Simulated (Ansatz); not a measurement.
SiC:
Space group P6₃mc (No. 186); a = b = 3.0563 Å, c = 5.0161 Å, α = β = 90.00°, γ = 120.00°

| atom | site | symmetry | x | y | z |
|---|---|---|---|---|---|
| Si | 2b | 3m. | 0.3333 | 0.6667 | 0.4996 |
| C | 2b | 3m. | 0.6667 | 0.3333 | 0.3754 |

Relaxed with LDA.

**Question.** Decompose the optical modes at the zone centre into irreducible representations, and say which are infrared and Raman allowed.

**Answer.** Point group 6mm: Γ_opt = A1 + 2B1 + E1 + 2E2. Infrared: A1, E1. Raman: A1, E1, E2.

**Question.** Assign frequencies (DFPT, LDA (plane waves, PAW; program Ansatz); without the LO–TO term).

**Answer.** E2 258, B1 599, E2 768, A1 771, E1 801, B1 841 cm⁻¹.

Subscripts of B labels follow the axes of the standard setting.

Space group P6_3mc (wurtzite). Symmetry was held in the LDA relaxation; phonons on a q-mesh show no instability.

Potentials: the earlier of the program's two PAW sets.
